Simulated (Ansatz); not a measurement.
The relaxed structure here is a generated cell of ZnS: the first start was made by placing the elements on the sites of a structure type, and the end was not matched to a known phase here, so it may be hypothetical. Known forms of ZnS include space group No. 186, 216.

One stationary structure of ZnS. Space group Pnma (No. 62). Computed with r2SCAN (plane waves to 500 eV, PAW, scalar-relativistic; Ansatz, a quantum-chemistry and plane-wave program).

```cif
data_S4Zn4
_chemical_formula_sum 'Zn4 S4'
_space_group_name_H-M_alt 'P 1'
_space_group_IT_number 1
_cell_length_a 6.49642
_cell_length_b 3.93227
_cell_length_c 6.66198
_cell_angle_alpha 90.000
_cell_angle_beta 90.000
_cell_angle_gamma 90.000
loop_
_space_group_symop_operation_xyz
  'x, y, z'
loop_
_atom_site_label
_atom_site_type_symbol
_atom_site_fract_x
_atom_site_fract_y
_atom_site_fract_z
_atom_site_occupancy
Zn1 Zn 0.65555 0.25000 0.89616 1
Zn2 Zn 0.84445 0.75000 0.39616 1
Zn3 Zn 0.34445 0.75000 0.10384 1
Zn4 Zn 0.15555 0.25000 0.60384 1
S1 S 0.28356 0.25000 0.92352 1
S2 S 0.21644 0.75000 0.42352 1
S3 S 0.71644 0.75000 0.07648 1
S4 S 0.78356 0.25000 0.57648 1
```

Give the band gap at the level r2SCAN.

2.86 eV, direct (no spin-orbit coupling).

No spin polarisation in the result.

The run could not lose the symmetry of its start; a randomly shaken copy of 8 atoms returns to this structure.
